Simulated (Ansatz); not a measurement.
## Relaxing indium (beta-Sn type)

Method: Ansatz 0.2.0, DFT, BLYP, plane waves (420 eV) with PAW, scalar-relativistic. (PAW data from PBE, frozen cores regenerated.)

k-point mesh 11×11×8, Fermi-Dirac smearing 0.1 eV, no spin polarisation. Cell and atoms relax.

Starting structure:

```xyz
2
Lattice="-2.9294 2.9294 1.5994 2.9294 -2.9294 1.5994 2.9294 2.9294 -1.5994" Properties=species:S:1:pos:R:3 pbc="T T T"
In    0.0000    0.0000    0.0000
In    0.0000    2.9294    0.7997
```

**Question.** The pressure at the start is 5.5 GPa. By how much does the volume change?

**Answer.** From 27.45 to 32.00 Å³ per atom, 16.6 %. The final cell has a = 3.284 Å, b = 10.056 Å, c = 3.876 Å.

The cell has left the beta-Sn structure type; it ends in Cmcm.

**Question.** How much energy does the relaxation gain?

**Answer.** 96.9 meV per atom.

The k-point mesh keeps fewer symmetry operations than the starting structure has, so the cell can leave it.
